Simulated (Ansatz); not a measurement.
Given:

C:
```xyz
6
Lattice="3.5566 0.0000 0.0000 -1.7783 3.0801 0.0000 0.0000 0.0000 3.3574" Properties=species:S:1:pos:R:3 pbc="T T T"
C      0.0000     1.4316     0.8394
C      0.5385     2.3643     1.9585
C     -0.5385     2.3643     3.0777
C      1.7783     1.6485     2.5181
C      1.2398     0.7158     0.2798
C      2.3168     0.7158     1.3989
```

This is the PBEsol-relaxed structure.

Q: All from plane-wave PAW PBEsol (Ansatz code), unless another level is named. Give the zero-point energy.

A: 176.0 meV/atom.

Q: Predict the Debye temperature from the elastic constants.

A: 2030 K.

Q: And the vibrational entropy at 300 K?

A: 2.6 J/(K·mol of atoms).

Space group P6_122. The start of the workflow was typed in or built on a structure type; neither database checked (COD, Materials Project) lists it. It is not the phase usual at ambient conditions (space group No. 194, 227). The PBEsol relaxation kept the symmetry of its start; whether a distortion lowers the energy is not shown.

Potentials: the later of the program's two PAW sets.
